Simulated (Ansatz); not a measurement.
In plane-wave PAW r²SCAN (Ansatz code), SiCO4 in the tetragonal phase (I-4; Si on 2a, C on 2c, O on 8g) relaxes to a = 4.357 Å, c = 6.552 Å. Si has 4 nearest neighbours from 1.63 Å (tetrahedral); C has 4 nearest neighbours from 1.38 Å (tetrahedral). Against the elements it lies at -186 kJ/mol of atoms, with no fitted shifts.

The Kohn–Sham gap is 7.90 eV (indirect). The valence maximum lies at M and the conduction minimum at Γ. The screened hybrid HSE06 puts the gap at 9.17 eV. Electrons at the band edge weigh 0.54 mₑ (isotropic).

An equation-of-state fit gives a bulk modulus of 70.4 GPa. Bader charges are Si +3.34, C +2.32, O -1.42 e.

The start of the workflow was typed in or built on a structure type; neither database checked (COD, Materials Project) lists it. Its standing as an ambient phase is unchecked. Symmetry was held in the r²SCAN relaxation; whether a distortion lowers the energy is not shown. The references are the lowest solids computed at this level, not always the standard phases (solids in place of the gases).

Potentials: the later of the program's two PAW sets.
